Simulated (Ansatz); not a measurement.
BaTiB$_{2}$O$_{6}$:
Space group R-3, hexagonal axes (No. 148); a = b = 5.039 Å, c = 16.417 Å, α = β = 90.00°, γ = 120.00°

```
atom  site  symmetry       x       y       z
----  ----  --------  ------  ------  ------
Ba      3a       -3.  0.0000  0.0000  0.0000
Ti      3b       -3.  0.0000  0.0000  0.5000
B       6c        3.  0.0000  0.0000  0.2339
O      18f         1  0.4670  0.0238  0.0965
```
(The calculation used a cell of 10 atoms; values per cell refer to that cell.)

Relaxed with r²SCAN.

**Question.** Tabulate the valence density and the electron localisation function along the shortest Ba–O contact (2.79 Å), DFT-r²SCAN in the program Ansatz with PAW potentials.

**Answer.** 

```
distance from Ba (Å)  density (e/Å³)   ELF
--------------------  --------------  ----
0.28                            0.54  0.01
0.42                            0.95  0.22
0.56                            1.30  0.62
0.70                            1.39  0.82
0.84                            1.18  0.87
0.98                            0.83  0.85
1.12                            0.52  0.74
1.26                            0.31  0.40
1.39                            0.20  0.12
1.53                            0.18  0.08
1.67                            0.23  0.22
1.81                            0.36  0.56
1.95                            0.65  0.78
2.09                            1.23  0.85
2.23                            2.42  0.85
2.37                            4.34  0.79
2.51                            6.28  0.60
```

The density is the valence pseudo-density with augmentation charge, so density and ELF within about 1 Å of a nucleus are not all-electron values.

The workflow started from a Materials Project entry (that database holds measured and hypothetical structures alike); the Crystallography Open Database files this formula in space group No. 148, but the cells were not matched. Whether it is the stable phase at ambient conditions was not checked. Symmetry was held in the r²SCAN relaxation; its stability against distortions is not shown here. The run is not spin-polarised. Scalar-relativistic: spin–orbit coupling is off unless named, which matters more the heavier the elements.

Potentials: the later of the program's two PAW sets.
